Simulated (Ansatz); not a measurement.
AlGaAs2 in space group P-4m2 (No. 115; Ga on 1a, As on 2g, Al on 1c), a = b = 4.0108 Å, c = 5.6596 Å, α = β = γ = 90.00°.

Relaxed with PBEsol.

Q: Give the optical modes at the zone centre with their infrared activity from DFPT, PBEsol (plane waves, PAW; program Ansatz).

A: Transverse frequencies, without the LO–TO term; a row sums one degenerate level.

| ω (cm⁻¹) | degeneracy | IR ((D/Å)²/amu) | activity | symmetry |
|---|---|---|---|---|
| 82 | 2 | 0.03 | IR | E |
| 212 | 1 | 0.00 | IR-inactive | A1 |
| 247 | 2 | 4.50 | IR | E |
| 247 | 1 | 2.87 | IR | B2 |
| 350 | 2 | 11.22 | IR | E |
| 367 | 1 | 5.55 | IR | B2 |

Q: How high does the top mode go among those that the LO–TO term moves?

A: 367 cm⁻¹ for q along x, 367 cm⁻¹ for q along y, 383 cm⁻¹ for q along z.

The start of the workflow was typed in or built on a structure type; neither database checked (COD, Materials Project) lists it. Its standing as an ambient phase is unchecked. Symmetry was held in the PBEsol relaxation; whether a distortion lowers the energy is not shown.

Potentials: the earlier of the program's two PAW sets. The files were generated under PBE; for other functionals the program regenerates the frozen cores, and for LDA and PBEsol the local potential too.
